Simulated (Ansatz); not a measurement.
P:
```xyz
4
Lattice="1.6502 -5.5086 0.0000 1.6502 5.5086 0.0000 0.0000 0.0000 4.5566" Properties=species:S:1:pos:R:3 pbc="T T T"
P      1.6502     1.0510     2.6814
P      1.6502    -1.0510     1.8752
P      1.6502    -4.4576     4.1534
P      1.6502     4.4576     0.4031
```

Relaxed with r²SCAN. Special points in fractions of this cell's reciprocal vectors: Γ (0.000, 0.000, 0.000); Y (-0.500, 0.500, 0.000); C0 (-0.272, 0.728, 0.000); Σ0 (0.272, 0.272, 0.000); Z (0.000, 0.000, 0.500); A0 (0.272, 0.272, 0.500); E0 (-0.272, 0.728, 0.500); T (-0.500, 0.500, 0.500); S (0.000, 0.500, 0.000); R (0.000, 0.500, 0.500).

Task: List the band energies nearest the valence-band maximum at these points for r²SCAN in the plane-wave PAW code Ansatz.

Result: In eV from the valence-band maximum; about four levels below and three above (degenerate sets whole), none deeper than 8.9 eV; points with the same levels are listed once.

| k | below | above |
|---|---|---|
| Γ | -4.26 -2.86 -2.68 -1.22 | 0.71 1.27 2.16 |
| Y | -4.35 -2.53 -1.67 0.00 | 0.25 1.04 2.37 |
| C0 | -3.79 -3.53 -2.71 -2.49 | 0.88 1.02 1.47 |
| Z | -3.43 -3.43 -1.73 -1.73 | 1.70 1.70 3.10 3.10 |
| A0 | -4.97 -4.97 -1.79 -1.79 | 1.95 1.95 3.53 3.53 |
| T | -2.93 -2.93 -2.03 -2.03 | 1.65 1.65 2.84 2.84 |
| S | -3.53 -3.53 -2.70 -2.70 | 0.87 0.87 1.69 1.69 |
| R | -5.46 -5.46 -1.88 -1.88 | 1.87 1.87 3.64 3.64 |

Space group Cmce (black phosphorus). Symmetry was held in the r²SCAN relaxation. A crystal of weakly bound layers computed without a dispersion correction: the cell and the soft elastic constants depend strongly on that.

Potentials: the later of the program's two PAW sets.
